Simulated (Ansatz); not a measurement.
SrO:
```yaml
crystal:
  lattice:
    - [0.00000, 2.57992, 2.57992]
    - [2.57992, 0.00000, 2.57992]
    - [2.57992, 2.57992, 0.00000]
  atoms:
    - { symbol: Sr, position: [0.00000, 0.00000, 0.00000] }
    - { symbol: O, position: [0.50000, 0.50000, 0.50000] }
```

DFT-r²SCAN in the program Ansatz with PAW potentials gives a gap of 3.80 eV without spin–orbit coupling, maximum at Γ, minimum at X.

Problem. What happens when spin–orbit coupling is switched on?

Solution. The gap falls by 0.02 eV, to 3.78 eV; maximum at Γ, minimum at X.

Problem. How large is the spin–orbit splitting of the valence top at Γ?

Solution. The fourfold level lies 0.06 eV above the split-off pair.

Problem. Give the electron effective mass with spin–orbit coupling.

Solution. 0.40, 0.40, 1.2 mₑ (principal values).

Problem. Give the hole effective mass with spin–orbit coupling, band 1 of 2 at the edge.

Solution. 4.5 along [100], 1.7 along [110], 1.3 along [111] (mₑ).

Problem. Give the hole effective mass with spin–orbit coupling, band 2 of 2 at the edge.

Solution. 0.49 along [100], 0.59 along [110], 0.67 along [111] (mₑ).

Space group Fm-3m (rock salt). The r²SCAN relaxation kept the symmetry of its start; phonons on a q-mesh show no instability.

Potentials: the later of the program's two PAW sets.
